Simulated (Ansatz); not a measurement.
This run works on a generated trial structure, not on a known crystal.

Input and command of a plane-wave DFT calculation in Ansatz:

```yaml
crystal:
  lattice:
    - [7.9816255084, 0.0, 0.0]
    - [-3.9908127542, 6.9122904538, 0.0]
    - [0.0, 0.0, 2.357055675]
  atoms:
    - { symbol: Al, position: [0.0, 0.0, 0.5] }
    - { symbol: P, position: [0.5, 0.0, 0.5] }
    - { symbol: P, position: [0.0, 0.5, 0.5] }
    - { symbol: P, position: [0.5, 0.5, 0.5] }
    - { symbol: P, position: [0.3333333333, 0.6666666667, 0.5] }
    - { symbol: P, position: [0.6666666667, 0.3333333333, 0.5] }
basis:
  ecutwfc: 420
kpoints:
  mp_grid: { grid: [6, 6, 16] }
hamiltonian:
  xc: pbe
scf:
  occupations: { method: gaussian, width: 0.1 }
output:
  forces: true
  stress: true
  eigenvalues: true
relax:
  adjacent_minimum: "off"
  f_tol: 0.01
  max_steps: 80
  cell: { stress_tol: 0.05 }
```

```bash
ansatz run input.yaml --threads 1 --pin off --max-ram 2560MiB --backend cpu --events-out ev --progress --plain --runs-dir out
```

Processor: Intel(R) Xeon(R) Processor @ 2.50GHz (Skylake/Cascade Lake), 1 thread, on a host shared with other jobs.

Problem. Estimate time, memory and problem size.

Solution. About 2.8 min, peak memory 0.47 GiB. It solves 20 bands at 63 k points (after reduction by symmetry) with about 2497 plane waves (on the last cell), in 28 SCF iterations over 5 ionic steps.
